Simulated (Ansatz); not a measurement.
Input for Ansatz (plane-wave DFT, PAW):

```yaml
crystal:
  lattice:
    - [0.0, 2.5663, 2.5663]
    - [2.5663, 0.0, 2.5663]
    - [2.5663, 2.5663, 0.0]
  atoms:
    - { symbol: Sr, position: [0.5, 0.5, 0.5] }
    - { symbol: O, position: [0.0, 0.0, 0.0] }
basis:
  ecutwfc: 500
kpoints:
  mp_grid: { grid: [6, 6, 6] }
hamiltonian:
  xc: r2scan
scf:
  occupations: { method: gaussian, width: 0.1 }
output:
  forces: true
  stress: true
  eigenvalues: true
```

Command:
```bash
ansatz run input.yaml --threads 1 --pin off --max-ram 2560MiB --backend cpu --events-out ev --progress --plain --runs-dir out
```

Computed with Ansatz, DFT r2SCAN, scalar-relativistic, plane waves, PAW.

Abridged output:

```
Pseudopotentials: kind: paw
Pseudopotential: Sr, paw, valence charge 10, recommended cutoff 500 eV (meta_gga)
Pseudopotential: O, paw, valence charge 6, recommended cutoff 500 eV (meta_gga)
Functional definition: r2SCAN
Crystal: 2 atoms, lattice volume = 33.803 Å³
Basis set: ecut = 500 eV, 869 PW (Γ), exchange–correlation on 108×108×108 points (64 copies of the dense FFT grid, shifted against one another)
Bands: 12, of which v1, the nominal top of the filled ones, is band 8 counted from 1 (7 counted from 0)
Symmetry: 48 space group operations
Space group: Fm-3m (ITA 225), of the structure as read, at distance tolerance 3.2e-5 Å
k-points: 16 of 216
Initial density: superposition of atomic densities (neutral atoms: chi_scale 0, normalization atom), corrected by the library's trained network
Initial wavefunctions: pseudopotential atomic-orbital guess
Functional: x = r2scan, c = r2scan; τ floored in thin density (d = 2e-4 eV/Å³)
SCF iter   1: F=—  HF=-4126.970405 eV  |F-HF|=—  |Δ(HF+E_count)|=         —  Δρ=8.39e-3  dr2=3.19e-2  dr2_τ=5.79e-2  ethr=1.77e-3  ⟨swp⟩=7.4  Hψ=1458  notcnv=0
SCF iter   2: F=—  HF=-4127.055605 eV  |F-HF|=—  |Δ(HF+E_count)|=   8.52e-2  Δρ=8.52e-3  dr2=1.40e-2  dr2_τ=3.51e-3  ethr=1.99e-4  ⟨swp⟩=2.0  Hψ=496  notcnv=0
SCF iter   3: F=—  HF=-4127.052733 eV  |F-HF|=—  |Δ(HF+E_count)|=   2.87e-3  Δρ=2.39e-3  dr2=9.82e-4  dr2_τ=1.12e-4  ethr=8.73e-5  ⟨swp⟩=2.0  Hψ=244  notcnv=0
SCF iter   4: F=—  HF=-4127.052696 eV  |F-HF|=—  |Δ(HF+E_count)|=   3.77e-5  Δρ=5.20e-4  dr2=7.32e-5  dr2_τ=8.79e-6  ethr=6.14e-6  ⟨swp⟩=2.6  Hψ=286  notcnv=0
SCF iter   5: F=—  HF=-4127.052693 eV  |F-HF|=—  |Δ(HF+E_count)|=   2.91e-6  Δρ=1.08e-4  dr2=3.38e-6  dr2_τ=2.52e-7  ethr=4.58e-7  ⟨swp⟩=2.1  Hψ=242  notcnv=0
SCF iter   6: F=—  HF=-4127.052693 eV  |F-HF|=—  |Δ(HF+E_count)|=   1.35e-7  Δρ=2.89e-5  dr2=2.93e-7  dr2_τ=2.95e-8  ethr=2.11e-8  ⟨swp⟩=2.6  Hψ=326  notcnv=0
SCF iter   7: F=-4127.052693 eV  HF=-4127.052693 eV  |F-HF|=2.53e-8  |Δ(HF+E_count)|=   1.18e-8  Δρ=9.62e-6  dr2=3.29e-8  dr2_τ=9.79e-10  ethr=6.25e-10  ⟨swp⟩=6.1  Hψ=950  notcnv=0
SCF 1 converged in 7 iterations: F = -4127.052693 eV  dr2 = 3.29e-8
SCF converged after 7 iterations
Free energy (F): -4127.052693 eV
Harris-Foulkes:  -4127.052693 eV  (|F-HF|=2.53e-8)
Internal energy: -4127.052693 eV  (E = F + TS)
E sigma→0 (E₀):  -4127.052693 eV
Fermi energy:    9.563668 eV
--- Per-component energies (eV) ---
  E_band       = -68.368450
  E_kinetic    = 424.846707
  E_local      = -862.177463  (includes V_loc(G=0)·N_el)
  E_nonlocal   = 248.959572
  E_hartree    = 234.220569
  E_xc         = -239.356712
  E_vxc        = -286.875171  (∫ρ·V_xc dr)
  E_paw        = -2875.251186  (= ΣΔE_a)
  E_vpaw       = -78.020577  (= ΣTr[D̂ρ^β])
  E_aug_tail   = 0.001019  (compensation charges beyond the density's cutoff)
  E_vtau       = 16.459596  (kinetic-family band-sum trace: ∫τ·v_τ [+ j·A + Jᵃ·Aᵃ] dr)
  E_ewald      = -1058.117221
  E_core_change = -0.177977  (= ΣΔE_core)
  E_smearing   =  0.000000  (= −TS)
--- Forces (eV/Å), atoms counted from 1 ---
  atom   1  Sr     0.00000000     0.00000000     0.00000000
  atom   2  O      0.00000000     0.00000000     0.00000000
--- Stress (GPa, compression-positive) ---
        1.540687       0.000000       0.000000
        0.000000       1.540687       0.000000
        0.000000       0.000000       1.540687
  P = ⅓ Tr σ = 1.5407 GPa (15.407 kbar)
--- Band table (eV; the first three rows and the last of 16) ---
  k-point 0: bands = ["-25.6496", "-8.3453", "-6.6643", "-6.6643", "-6.6643", "7.6672", "7.6672", "7.6672", "12.3767", "14.5201", "14.5201", "14.5201"]
  k-point 1: bands = ["-25.6140", "-8.7862", "-6.6841", "-6.6841", "-6.3121", "6.9862", "7.3496", "7.3496", "13.5170", "14.2824", "15.0637", "15.0637"]
  k-point 2: bands = ["-25.5416", "-9.4184", "-6.7229", "-6.7229", "-5.8585", "5.9808", "6.7990", "6.7990", "14.4532", "15.6621", "16.3942", "16.3942"]
  k-point 15: bands = ["-25.4623", "-8.7916", "-7.4910", "-7.1923", "-6.3993", "6.8073", "7.2519", "7.3679", "12.8578", "15.8828", "16.9408", "19.5230"]
```

The calculation finished and met its thresholds.

It took 3.5 s on 1 thread of Intel(R) Xeon(R) Processor @ 2.50GHz (Skylake/Cascade Lake), with other jobs on the host, peak memory 0.36 GiB.

The k mesh is coarse.